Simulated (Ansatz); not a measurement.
Geometry optimisation in Ansatz: input, command and trajectory.

```yaml
crystal:
  lattice:
    - [3.995954, 0.0, 0.0]
    - [0.0, 3.995954, 0.0]
    - [0.0, 0.0, 7.160219]
  atoms:
    - { symbol: Sn, position: [0.0, 0.0, 0.0] }
    - { symbol: P, position: [0.5, 0.5, 0.5] }
    - { symbol: Pt, position: [0.5, 0.5, 0.0] }
    - { symbol: Pt, position: [0.5, 0.0, 0.700332] }
    - { symbol: Pt, position: [0.0, 0.5, 0.700332] }
    - { symbol: Pt, position: [0.5, 0.0, 0.299668] }
    - { symbol: Pt, position: [0.0, 0.5, 0.299668] }
basis:
  ecutwfc: 500
kpoints:
  mp_grid: { grid: [4, 4, 4] }
hamiltonian:
  xc: r2scan
scf:
  occupations: { method: gaussian, width: 0.1 }
  lower_state_search: "off"
output:
  forces: true
  stress: true
  eigenvalues: true
relax:
  adjacent_minimum: "off"
  f_tol: 0.04
  max_steps: 70
  cell: { stress_tol: 0.4 }
```

```bash
ansatz run input.yaml --threads 1 --pin off --max-ram 2560MiB --backend cpu --events-out ev --progress --plain --runs-dir out
```

All numbers below come from DFT r2SCAN, scalar-relativistic, plane waves, PAW (Ansatz 0.2.0).

Of 5 frames 5 are shown, positions in Å and forces in eV/Å; the SCF threshold varies from step to step. Steps run on the plane waves of an earlier cell, with a Pulay correction in the pressure. The basis is chosen afresh for the last frame, the zero of the energies, and at times for earlier ones too; energy and pressure can step there, also at an unchanged geometry. Where two frames share a geometry here, they differ by under 2 meV/atom and 0.3 GPa. The mark taken_back stands on steps that the optimiser undid.

```xyz
7
Lattice="3.9960 0.0000 0.0000 0.0000 3.9960 0.0000 0.0000 0.0000 7.1602" Properties=species:S:1:pos:R:3:forces:R:3 pbc="T T T" step=1 free_energy_over_end_meV_per_atom=8.63 pressure_GPa=-5.76
Sn    0.0000    0.0000    0.0000    0.0000    0.0000    0.0000
P     1.9980    1.9980    3.5801    0.0000    0.0000    0.0000
Pt    1.9980    1.9980    0.0000    0.0000    0.0000    0.0000
Pt    1.9980    0.0000    5.0145    0.0000    0.0000    0.0360
Pt    0.0000    1.9980    5.0145    0.0000    0.0000    0.0360
Pt    1.9980    0.0000    2.1457    0.0000    0.0000   -0.0360
Pt    0.0000    1.9980    2.1457    0.0000    0.0000   -0.0360
7
Lattice="3.9075 0.0000 0.0000 0.0000 3.9075 0.0000 0.0000 0.0000 6.8874" Properties=species:S:1:pos:R:3:forces:R:3 pbc="T T T" step=2 free_energy_over_end_meV_per_atom=43.31 pressure_GPa=14.24 taken_back
Sn    0.0000    0.0000    0.0000    0.0000    0.0000    0.0000
P     1.9538    1.9538    3.4437    0.0000    0.0000    0.0000
Pt    1.9538    1.9538    0.0000    0.0000    0.0000    0.0000
Pt    1.9538    0.0000    4.8831    0.0000    0.0000   -0.6188
Pt    0.0000    1.9538    4.8831    0.0000    0.0000   -0.6188
Pt    1.9538    0.0000    2.0043    0.0000    0.0000    0.6188
Pt    0.0000    1.9538    2.0043    0.0000    0.0000    0.6188
7
Lattice="3.9696 0.0000 0.0000 0.0000 3.9696 0.0000 0.0000 0.0000 7.0893" Properties=species:S:1:pos:R:3:forces:R:3 pbc="T T T" step=3 free_energy_over_end_meV_per_atom=0.20 pressure_GPa=-1.17
Sn    0.0000    0.0000    0.0000    0.0000    0.0000    0.0000
P     1.9848    1.9848    3.5446    0.0000    0.0000    0.0000
Pt    1.9848    1.9848    0.0000    0.0000    0.0000    0.0000
Pt    1.9848    0.0000    4.9767    0.0000    0.0000   -0.0413
Pt    0.0000    1.9848    4.9767    0.0000    0.0000   -0.0413
Pt    1.9848    0.0000    2.1126    0.0000    0.0000    0.0413
Pt    0.0000    1.9848    2.1126    0.0000    0.0000    0.0413
7
Lattice="3.9646 0.0000 0.0000 0.0000 3.9646 0.0000 0.0000 0.0000 7.0691" Properties=species:S:1:pos:R:3:forces:R:3 pbc="T T T" step=4 free_energy_over_end_meV_per_atom=-0.16 pressure_GPa=0.00
Sn    0.0000    0.0000    0.0000    0.0000    0.0000    0.0000
P     1.9823    1.9823    3.5345    0.0000    0.0000    0.0000
Pt    1.9823    1.9823    0.0000    0.0000    0.0000    0.0000
Pt    1.9823    0.0000    4.9628    0.0000    0.0000   -0.0301
Pt    0.0000    1.9823    4.9628    0.0000    0.0000   -0.0301
Pt    1.9823    0.0000    2.1063    0.0000    0.0000    0.0301
Pt    0.0000    1.9823    2.1063    0.0000    0.0000    0.0301
7
Lattice="3.9646 0.0000 0.0000 0.0000 3.9646 0.0000 0.0000 0.0000 7.0691" Properties=species:S:1:pos:R:3:forces:R:3 pbc="T T T" step=5 free_energy_over_end_meV_per_atom=0.00 pressure_GPa=-0.01
Sn    0.0000    0.0000    0.0000    0.0000    0.0000    0.0000
P     1.9823    1.9823    3.5345    0.0000    0.0000    0.0000
Pt    1.9823    1.9823    0.0000    0.0000    0.0000    0.0000
Pt    1.9823    0.0000    4.9628    0.0000    0.0000   -0.0300
Pt    0.0000    1.9823    4.9628    0.0000    0.0000   -0.0300
Pt    1.9823    0.0000    2.1063    0.0000    0.0000    0.0300
Pt    0.0000    1.9823    2.1063    0.0000    0.0000    0.0300
```

Time: 93 s on 1 thread of Arm Neoverse V2, with other jobs on the host, peak memory 0.66 GiB.

The k mesh is coarse. Spin–orbit coupling is left out, which can shift energies with elements as heavy as these.